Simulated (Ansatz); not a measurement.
Cs2Pd3Se4 in space group Fmmm (No. 69; Cs on 8i, Pd on 4a, Pd on 8e, Se on 16m) at seven volumes, r²SCAN (plane waves, PAW; program Ansatz), shape and atoms relaxed at each. One row is withheld.

| V (Å³/atom) | P (GPa) |
|---|---|
| 26.921 | 2.34 |
| 27.808 | 1.40 |
| 28.696 | ? |
| 29.583 | 0.00 |
| 30.470 | -0.49 |
| 31.358 | -0.75 |
| 32.245 | -0.91 |

Problem. Fit the shown pressures and predict the withheld one.

Solution. P = (3/2)B₀(x^(7/2) − x^(5/2))[1 + (3/4)(B′ − 4)(x − 1)] with x = (V₀/V)^(2/3). Least squares on the six rows gives V₀ = 29.562 Å³/atom, B₀ = 16.7 GPa, B′ = 9.38. At V = 28.696, x = 1.0200 and P = 0.57 GPa. The run itself gave 0.61 GPa.

The first step of the workflow began from a Materials Project structure, measured or hypothetical; the Crystallography Open Database copy checked does not list it. Whether it is the stable phase at ambient conditions was not checked. The r²SCAN relaxation kept the symmetry of its start; its stability against distortions is not shown here. No spin polarisation was allowed. Spin–orbit coupling is left out wherever it is not named.

Potentials: the later of the program's two PAW sets.
